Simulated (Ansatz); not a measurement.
La$_{2}$CN$_{3}$Cl in space group Cmmm (No. 65; Pearson symbol oS28), DFT-r²SCAN in the program Ansatz with PAW potentials, all energies at zero smearing, with the estimated change up to a 700 eV cutoff added, with one set of potentials and settings (totals compare only within such a set). Cell of 14 atoms (4 La, 2 C, 6 N, 2 Cl): -30060.351 eV.

```
element                reference phase  E (eV/atom)
-------  -----------------------------  -----------
La       P6_3/mmc, 4 atoms in the cell   -6264.6784
C        P6_3/mmc, 4 atoms in the cell    -251.6711
N            Pa-3, 8 atoms in the cell    -384.8315
Cl           Cmce, 4 atoms in the cell   -1083.6259
```

Formation energy per atom, worked out: (-30060.351 − 4×(-6264.6784) − 2×(-251.6711) − 6×(-384.8315) − 2×(-1083.6259))/14 = -1.575 eV/atom (-152 kJ per mol of atoms), at 0 K, without zero-point energy or fitted corrections.

The first step of the workflow began from a Materials Project structure, measured or hypothetical; the Crystallography Open Database files this formula in space group No. 65, but the cells were not matched. Its standing as an ambient phase is unchecked. Symmetry was held in the r²SCAN relaxation; its stability against distortions is not shown here. The references are the lowest solids computed at this level, not always the standard phases (solids in place of the gases). Scalar-relativistic: spin–orbit coupling is off unless named, which matters more the heavier the elements.

Potentials: the later of the program's two PAW sets.
